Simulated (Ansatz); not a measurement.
A geometry of Au away from equilibrium: step 5 of the relaxation of a relaxed Au cell, doubled along one cell vector, shaken by Gaussian noise of σ = 0.08 Å a coordinate. Calculation: r2SCAN (plane waves to 500 eV, PAW, scalar-relativistic; Ansatz, a quantum-chemistry and plane-wave program). Γ-centred k-mesh 12×12×2 on the run's cell (coarser than for final values), Fermi–Dirac smearing 0.05 eV.

```xyz
8
Lattice="2.7702 -0.0061 0.0073 -0.0061 2.7682 0.0359 0.0522 0.2564 19.5821" Properties=species:S:1:pos:R:3 pbc="T T T"
Au     1.4910     1.5281     7.2016
Au     1.2697     1.5156    16.9134
Au     1.5928     1.5811     2.7166
Au     1.3153     1.7446    12.4264
Au     0.1536     0.1618     4.9302
Au    -0.0683     0.2185    14.6411
Au     1.4029     1.5571     0.0208
Au     1.7082     0.8019     9.8366
```

Question: Which atoms carry the largest force, and which way does it point?

Answer: 0.27 eV/Å, on Au4 (atoms numbered as listed); on Au4 its components are (0.00, 0.04, -0.27).

Question: What is the pressure?

Answer: -0.1 GPa, compression positive.

Question: How far above the relaxed end point is this geometry?

Answer: 0.10 eV/atom; the path ends in Fm-3m (No. 225) (fcc (Cu type)).

No spin polarisation in the result.

Of the parent cell (P4/mmm (No. 123)): it is a generated cell of Au: the first start was made by a random draw of sites in a space group, and the end was not matched to a known phase here, so it may be hypothetical. Known forms of Au include space group No. 225.
